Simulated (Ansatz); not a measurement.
The relaxed structure here is a generated cell of NbSi: the first start was made by placing the elements on the sites of a structure type, and the end was not matched to a known phase here, so it may be hypothetical.

Relaxation of a generated cell, NbSi placed in the AFLOW prototype AB_hP6_154_a_b (B9, as in HgS); 6 atoms in the cell, which starts as P3₂21 (No. 154), hP6; a = b = 3.7874 Å, c = 8.6767 Å, α = β = 90.00°, γ = 120.00°. Computed with r2SCAN (plane waves to 500 eV, PAW, scalar-relativistic; Ansatz, a program for electronic structure). Γ-centred k-mesh 7×7×3 on the run's cell (coarser than for final values), Fermi–Dirac smearing 0.05 eV. This is the first round of the run. 

The optimiser's lines from the output (shortened; P is positive under compression):

```
relax step   1: F+E_penalty+E_count = -15601.94746605 eV  Δ(F+E_penalty+E_count) = +0.000e0 eV  max|allowed force component| = 7.973e0 eV/Å  Δτ_max = 0.0000 Å  P = +14.472 GPa  Ω = 107.788 Å³  (7 SCF iters, dr2 threshold 1.00e-7 eV, accepted)
relax step   2: F+E_penalty+E_count = -15606.02274498 eV  Δ(F+E_penalty+E_count) = -4.075e0 eV  max|allowed force component| = 5.230e0 eV/Å  Δτ_max = 0.1962 Å  P = +2.646 GPa  Ω = 107.824 Å³  (7 SCF iters, dr2 threshold 6.00e-7 eV, accepted)
relax step   3: F+E_penalty+E_count = -15608.36568712 eV  Δ(F+E_penalty+E_count) = -2.343e0 eV  max|allowed force component| = 2.686e0 eV/Å  Δτ_max = 0.1948 Å  P = -0.530 GPa  Ω = 105.106 Å³  (7 SCF iters, dr2 threshold 6.00e-7 eV, accepted)
relax step   4: F+E_penalty+E_count = -15609.42479753 eV  Δ(F+E_penalty+E_count) = -1.059e0 eV  max|allowed force component| = 6.880e-1 eV/Å  Δτ_max = 0.2000 Å  P = +0.291 GPa  Ω = 101.837 Å³  (7 SCF iters, dr2 threshold 6.00e-7 eV, accepted)
relax step   5: F+E_penalty+E_count = -15609.50973275 eV  Δ(F+E_penalty+E_count) = -8.494e-2 eV  max|allowed force component| = 6.205e-3 eV/Å  Δτ_max = 0.0811 Å  P = -0.010 GPa  Ω = 101.791 Å³  (7 SCF iters, dr2 threshold 6.00e-7 eV, accepted)
relax step   6: F+E_penalty+E_count = -15609.51292080 eV  Δ(F+E_penalty+E_count) = -3.188e-3 eV  max|allowed force component| = 4.480e-4 eV/Å  Δτ_max = 0.0014 Å  P = +0.014 GPa  Ω = 101.798 Å³  (4 SCF iters, dr2 threshold 6.00e-7 eV, accepted)
relax step   7: F+E_penalty+E_count = -15609.51292731 eV  Δ(F+E_penalty+E_count) = -6.518e-6 eV  max|allowed force component| = 7.218e-5 eV/Å  Δτ_max = 0.0001 Å  P = -0.001 GPa  Ω = 101.809 Å³  (4 SCF iters, dr2 threshold 2.56e-9 eV, accepted)
relax step   8: F+E_penalty+E_count = -15609.51144592 eV  Δ(F+E_penalty+E_count) = +1.481e-3 eV  max|allowed force component| = 7.432e-5 eV/Å  Δτ_max = 0.0000 Å  P = -0.002 GPa  Ω = 101.809 Å³  stress off target by 4.28e-3 GPa  SCF on the basis re-selected at this cell (its energy is not comparable with the rows above)  (6 SCF iters)
```

From the first to the last row the energy changes by -1.26 eV/atom and the volume by -5.5 %. The last row is marked as not comparable with the walk above it, whose basis was carried along; it does compare with step 1, since both stand on a basis selected at the nominal cutoff for their own cell.

Later rounds, restarted from the end of this one on a renewed k-mesh, logged 6 more steps and released under 0.01 eV/atom more. The final structure after all rounds: Fm-3m (No. 225), cF8, rock salt type; a = b = c = 5.138 Å, α = β = γ = 90.00°. Between re-selections the logged energies stand on a plane-wave basis carried along with the cell. No spin polarisation in the result. The relaxed primitive cell holds an odd number of electrons. A magnetic state may lie lower.

The run could not lose the symmetry of its start, so the end can be a saddle point.
